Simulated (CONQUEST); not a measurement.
A self-consistent single point of InAs (F-43m, 8 atoms in the cell; from Materials Project mp-20305, changed as shown).

```
CELL_PARAMETERS angstrom
      5.98498     0.00000     0.00000
      0.00000     5.98498     0.00000
      0.00000     0.00000     5.98498
ATOMIC_POSITIONS crystal
  In 0.25000 0.25000 0.25000
  In 0.25000 0.75000 0.75000
  In 0.75000 0.25000 0.75000
  In 0.75000 0.75000 0.25000
  As 0.00000 0.00000 0.00000
  As 0.00000 0.50000 0.50000
  As 0.50000 0.00000 0.50000
  As 0.50000 0.50000 0.00000
```

Method: PBE, numerical atomic orbitals double-zeta with polarisation (the shipped basis), PseudoDojo norm-conserving potentials made for PBE (CONQUEST).

CONQUEST settings:

* **basis**: DZP
* **Diag.MPMeshX, Y, Z**: 4 4 4
* **potentials**: PseudoDojo norm-conserving PBE
* **Grid.GridCutoff**: 140 Ha
* **DM.SolutionMethod**: diagon
* **Diag.kT**: 0.003675 Ha
* **Diag.GammaCentred**: true
* **minE.SCTolerance**: 1.0e-06
* **SC.MaxIters**: 100
* **SC.LinearMixingFactor**: 0.5
* **SC.KerkerPreCondition**: true
* **SC.KerkerFactor**: 0.5 1/bohr
* **AtomMove.TypeOfRun**: static

Results:

- Number of valence electrons = 112
- Number of bands = 144
- Number of k-points after the program's reduction = 51
- Size of the basis = 144
- Number of SCF iterations = 19
- FFT grid = 64 × 64 × 64
- Free energy E − TS = -18777.1504 eV
- Fermi level (on the code's own zero) = -4.61 eV
- Pressure = 6.67 GPa

Stress (GPa, positive for compression):
```
6.67  0.00  0.00
0.00  6.67  0.00
0.00  0.00  6.67
```

For comparison: a first run was changed to give this one (lattice scaled by 0.98), and from it to this one the free energy rises by 46.3 meV/atom and the pressure goes from 2.46 to 6.67 GPa.

The program uses no crystal symmetry, so grid and mesh can part values that symmetry would make equal. The atom-centred basis is finite, which shifts total energies and pressures against plane waves. The structure comes from a collection of computed structures, made at another level of theory; the collection holds predicted forms beside known ones. No clean gap shows at this smearing width and mesh (spacing up to 0.26 Å⁻¹); the mesh is coarse for partly filled bands, so the values carry mesh errors. Semi-local functionals can close small gaps.

Cost on one core: around 4 core-minutes (rough).
